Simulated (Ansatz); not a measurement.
WO₃ in space group P6/mmm (No. 191; W on 3f, O on 6l, O on 3g), the program Ansatz at the LDA level (PAW), all energies at zero smearing, with the estimated change up to a 700 eV cutoff added, with one set of potentials and settings (totals compare only within such a set). Cell of 12 atoms (3 W, 9 O): -35390.000 eV.

| element | reference phase | E (eV/atom) |
|---|---|---|
| W | Im-3m, 1 atoms in the cell | -10129.8416 |
| O | C2/m, 4 atoms in the cell, spin-polarised | -552.6518 |

Formation energy per atom, worked out: (-35390.000 − 3×(-10129.8416) − 9×(-552.6518))/12 = -2.217 eV/atom (-214 kJ per mol of atoms), at 0 K, without zero-point energy or fitted corrections.

The first step of the workflow began from a Materials Project structure, measured or hypothetical; the Crystallography Open Database files this formula in space group No. 191, but the cells were not matched. Its standing as an ambient phase is unchecked. Symmetry was held in the LDA relaxation. At this level the phase is dynamically unstable (imaginary phonons). No spin polarisation was allowed. No Hubbard U is applied. The references are the lowest solids computed at this level, not always the standard phases (solids in place of the gases). Spin–orbit coupling is left out wherever it is not named.

Potentials: the later of the program's two PAW sets.
